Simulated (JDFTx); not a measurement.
Reference run:

System: Au(110) (Fm-3m bulk; lattice of mp-81, not re-optimised at this level), 1x1 cell of 5 atoms in 5 planes, area 12.30 Å² a face, 5.9 Å between the outermost planes in a cell 21.9 Å high; k mesh 6×8×1, Fermi width 0.01 Ha, no spin polarisation.

The reference is PBE, GBRV ultrasoft potentials, plane waves to 20/100 Ha; code: a modified build of JDFTx. Unrelaxed; liquid: linear PCM (GLSSA13), water, 1 M NaF. Potentials are on the SHE scale by the convention U = −μ/e − 4.44 V; references calibrated for a solvation model differ from this value.

| run | F per atom, vacuum (eV) | TS per atom (eV) | k states | plane waves per k | work function (eV) | U_pzc (V) |
|---|---|---|---|---|---|---|
| run 1 | -943.241 | 0.471 | 20 | 7769 | 5.08 | 0.44 |
| run 2 (reference) | -943.089 | 0.082 | 20 | 7769 | 5.02 | 0.40 |
| run 3 | -943.059 | 0.019 | 20 | 7769 | 5.00 | 0.38 |
| run 4 | -943.053 | 0.007 | 20 | 7769 | 5.01 | 0.40 |

Q: One setting differs between these runs. Which?
A) Fermi smearing width
B) plane-wave cutoffs
C) density cutoff alone
D) k mesh

A: A, Fermi smearing width. The values, in order: 0.02 Ha; 0.01 Ha; 0.005 Ha; 0.003 Ha.
